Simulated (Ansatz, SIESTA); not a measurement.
Given: the input of a run of SIESTA 5.4.2 on Mg3Te. The cell comes from a database or a generator and needn't be the stable form of this composition.

File Mg3Te.fdf:

```
SystemName                      Mg3Te
SystemLabel                     Mg3Te
NumberOfSpecies                 2
NumberOfAtoms                   4
%block ChemicalSpeciesLabel
  1  52 Te
  2  12 Mg
%endblock ChemicalSpeciesLabel

LatticeConstant                 1.0 Ang
%block LatticeVectors
    -2.1393600000     2.1393600000     5.2824880000
     2.1393600000    -2.1393600000     5.2824880000
     2.1393600000     2.1393600000    -5.2824880000
%endblock LatticeVectors
AtomicCoordinatesFormat         Fractional
%block AtomicCoordinatesAndAtomicSpecies
     0.0000000000     0.0000000000     0.0000000000  1  Te
     0.2500000000     0.7500000000     0.5000000000  2  Mg
     0.7500000000     0.2500000000     0.5000000000  2  Mg
     0.5000000000     0.5000000000     0.0000000000  2  Mg
%endblock AtomicCoordinatesAndAtomicSpecies

%block kgrid.MonkhorstPack
    9   0   0  0.0
    0   9   0  0.0
    0   0   9  0.0
%endblock kgrid.MonkhorstPack
XC.Functional                   GGA
XC.Authors                      PBEsol
PAO.BasisSize                   DZP
PAO.EnergyShift                 0.003 Ry
Mesh.Cutoff                     800 Ry
OccupationFunction              FD
ElectronicTemperature           0.05 eV
MaxSCFIterations                120
SCF.MustConverge                false
SCF.Mixer.Method                Pulay
SCF.Mixer.Weight                0.25
SCF.Mixer.History               8
SCF.DM.Tolerance                5.0e-05
SCF.H.Tolerance                 1.0e-03 eV
WriteForces                     true
Charge.Mulliken                 end
Charge.Hirshfeld                end
Charge.Voronoi                  end
SaveRho                         true
SaveElectrostaticPotential      true
%block PAO.Basis
  Te 4
  n=5 0 2
    5.613 0.000
  n=5 1 2
    7.253 0.000
  n=4 2 2
    3.260 0.000
  n=5 2 1
    7.253
  Mg 4
  n=2 0 2
    2.604 0.000
  n=3 0 2
    8.229 0.000
  n=2 1 2
    2.943 0.000
  n=3 1 1
    8.229
%endblock PAO.Basis
```

Potentials or basis: PseudoDojo 0.4 standard (PBEsol files), converted to PSML, two zetas on semicore shells, DZP (energy shift 0.003 Ry; two zetas on semicore shells).

Launch:

```console
$ siesta < Mg3Te.fdf > Mg3Te.out 2>&1
```

Task: Set up the same calculation for Ansatz 0.2.0. Potentials or basis there: Ansatz PAW, cutoff 420 eV.

Result: As run (cutoffs and basis follow the program's own potentials, and thresholds, step limits or extra output files can differ):

File input.yaml:

```yaml
crystal:
  lattice:
    - [-2.13936, 2.13936, 5.282488]
    - [2.13936, -2.13936, 5.282488]
    - [2.13936, 2.13936, -5.282488]
  atoms:
    - { symbol: Te, position: [0.0, 0.0, 0.0] }
    - { symbol: Mg, position: [0.25, 0.75, 0.5] }
    - { symbol: Mg, position: [0.75, 0.25, 0.5] }
    - { symbol: Mg, position: [0.5, 0.5, 0.0] }
hamiltonian:
  xc: pbesol
  pseudopotentials: { kind: paw }
kpoints:
  mp_grid: { grid: [9, 9, 9] }
scf:
  occupations: { method: fermi_dirac, width: 0.05 }
output:
  forces: true
  stress: true
  eigenvalues: true
```

Potentials or basis: Ansatz PAW.

The run is started by

```sh
$ ansatz run input.yaml --threads 1 --pin off --max-ram 3584MiB --backend cpu --events-out ev --progress --plain --runs-dir out
```

Both were run:

|  | SIESTA | Ansatz |
| --- | --- | --- |
| Pressure | 0.1 GPa | -1.0 GPa |

Ansatz's pressure holds a Pulay term of +0.01 GPa for its cutoff of 420 eV, which the other run lacks.

Ansatz's potentials were made for PBE.

Where Ansatz's input types no cutoff or centring, it takes its own default and a Γ-centred mesh.

Pressure is positive in compression.
